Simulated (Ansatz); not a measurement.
A geometry of Sb away from equilibrium: step 2 of the relaxation of a generated trial cell of Sb in the black-P structure type. Method: PBE (plane waves to 420 eV, PAW, scalar-relativistic; Ansatz, a program for electronic structure). Γ-centred k-mesh 8×8×6 on the run's cell (coarser than for final values), Fermi–Dirac smearing 0.05 eV. The plane waves were selected for a different cell earlier on the path.

```
CELL_PARAMETERS angstrom
      2.08494    -6.59984     0.00000
      2.08494     6.59984     0.00000
      0.00000     0.00000     5.51394
ATOMIC_POSITIONS crystal
  Sb 0.38840 0.61160 0.55405
  Sb 0.61160 0.38840 0.44595
  Sb 0.88840 0.11160 0.94595
  Sb 0.11160 0.88840 0.05405
```

Question: Give the Cartesian forces on all atoms (eV/Å).

Answer: 
```json
[
 {"atom": "Sb1", "Fx": "0.00", "Fy": "-0.44", "Fz": "0.71"},
 {"atom": "Sb2", "Fx": "0.00", "Fy": "0.44", "Fz": "-0.71"},
 {"atom": "Sb3", "Fx": "0.00", "Fy": "-0.44", "Fz": "-0.71"},
 {"atom": "Sb4", "Fx": "0.00", "Fy": "0.44", "Fz": "0.71"}
]
```

The path ends in Cmce (No. 64) (AFLOW prototype A_oC8_64_f (A17, as in P)). No spin polarisation in the result. No dispersion correction is included, so spacings between layers, chains or molecules are soft and tend to come out too large.

The run could not lose the symmetry of its start, so the end can be a saddle point.

The end of the path is a generated cell of Sb: the first start was made by placing the elements on the sites of a structure type, and the end was not matched to a known phase here, so it may be hypothetical. Known forms of Sb include space group No. 166.
